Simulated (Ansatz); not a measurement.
Starting cell, ZnO (wurtzite):

```
CELL_PARAMETERS angstrom
      3.23518     0.00000     0.00000
     -1.61759     2.80175     0.00000
      0.00000     0.00000     5.21141
ATOMIC_POSITIONS crystal
  Zn 0.66667 0.33333 0.00241
  Zn 0.33333 0.66667 0.50241
  O  0.66667 0.33333 0.62279
  O  0.33333 0.66667 0.12279
```

In this cell atom 3 (O, nearest neighbour Zn at 1.970 Å; its periodic images, 3.2 Å or more away, move with it) is moved by u·(1.000, 0.000, 0.000) + v·(0.000, 0.000, 1.000); the rest is frozen.

Computed with r2SCAN (plane waves to 500 eV, PAW, scalar-relativistic; Ansatz, an electronic-structure program). k mesh 9×9×5 (Γ-centred), Fermi-Dirac smearing 0.05 eV. Energies are smeared free energies. ZnO was relaxed with its symmetry unable to fall. ΔE is measured from the undisplaced structure. Axes are in Å.

```json
[
 {"ΔE (eV/cell)": "v = -0.490", "u = -0.490": "3.412", "u = -0.327": "1.773", "u = -0.163": "…", "u = 0.000": "0.766", "u = 0.163": "…", "u = 0.327": "1.773", "u = 0.490": "3.412"},
 {"ΔE (eV/cell)": "v = -0.327", "u = -0.490": "2.747", "u = -0.327": "1.307", "u = -0.163": "0.615", "u = 0.000": "0.414", "u = 0.163": "0.615", "u = 0.327": "1.307", "u = 0.490": "2.747"},
 {"ΔE (eV/cell)": "v = -0.163", "u = -0.490": "1.997", "u = -0.327": "0.848", "u = -0.163": "0.291", "u = 0.000": "0.127", "u = 0.163": "0.291", "u = 0.327": "0.848", "u = 0.490": "1.997"},
 {"ΔE (eV/cell)": "v = 0.000", "u = -0.490": "1.336", "u = -0.327": "0.515", "u = -0.163": "…", "u = 0.000": "0.000", "u = 0.163": "…", "u = 0.327": "0.515", "u = 0.490": "1.336"},
 {"ΔE (eV/cell)": "v = 0.163", "u = -0.490": "0.980", "u = -0.327": "0.491", "u = -0.163": "0.266", "u = 0.000": "0.203", "u = 0.163": "0.266", "u = 0.327": "0.491", "u = 0.490": "0.980"},
 {"ΔE (eV/cell)": "v = 0.327", "u = -0.490": "1.199", "u = -0.327": "1.068", "u = -0.163": "1.051", "u = 0.000": "1.057", "u = 0.163": "1.051", "u = 0.327": "1.068", "u = 0.490": "1.199"},
 {"ΔE (eV/cell)": "v = 0.490", "u = -0.490": "2.409", "u = -0.327": "2.763", "u = -0.163": "3.072", "u = 0.000": "3.193", "u = 0.163": "3.072", "u = 0.327": "2.763", "u = 0.490": "2.409"}
]
```

Problem. Complete the blanks.

Solution. 
- v = -0.490, u = -0.163: 0.993
- v = -0.490, u = 0.163: 0.993
- v = 0.000, u = -0.163: 0.116
- v = 0.000, u = 0.163: 0.116

(For displaced atoms, the force is minus the slope of the energy, and its curvature is a force constant, which sets phonon frequencies.)
